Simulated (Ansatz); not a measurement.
**Bi4Te3: generalised stacking fault**

All numbers below come from DFT PBEsol, scalar-relativistic, plane waves, PAW (Ansatz 0.2.0). The runs took a 420 eV cutoff, a Γ-centred 9×9×3 mesh and Gaussian smearing (0.03 eV). Spin–orbit coupling is left out, which can shift energies with elements as heavy as these. No spin polarisation. Energies are free energies at this smearing, counted from the undisturbed cell; pressure is positive in compression.

The undisturbed cell (relaxed at this level; it needn't be the usual structure):

```
Bi Te
1.0
    -4.43809    0.00000    0.00000
    -2.21904   -3.84350    0.00000
     2.21904    1.28117   13.83582
Bi Te
4 3
Direct
  0.71421 0.71421 0.78973
  0.28579 0.28579 0.50447
  0.14664 0.14664 0.08703
  0.85336 0.85336 0.20717
  0.00000 0.00000 0.64710
  0.42197 0.42197 0.91300
  0.57803 0.57803 0.38120
```

The cut lies on the cell's a–b face, a (0 0 1) plane (indices in the standard cell, whose axes needn't be the Cartesian ones shown) of area 17.06 Å², between layers 2.41 Å apart. Vector c is tilted by f times 1·a + 0·b (length 4.438 Å) with the atoms' Cartesian places fixed: one unrelaxed fault a cell.

| f | γ (mJ/m²) |
| --- | --- |
| 0.0000 | 0 |
| 0.1000 | 52 |
| 0.2000 | 212 |
| 0.3000 | 454 |
| 0.4000 | 693 |
| 0.5000 | 795 |

(1) Predict the shear traction, the slope of γ along the slip (GPa) at each point.

Results:

(1)
```tsv
f	shear traction, the slope of γ along the slip (GPa)
0.0000	0.0
0.1000	2.4
0.2000	4.7
0.3000	5.9
0.4000	4.3
0.5000	0.0
```

Cost: 6 runs of about 8.1 core-minutes in all, on Intel Xeon 6975P-C (Granite Rapids) (shared hosts).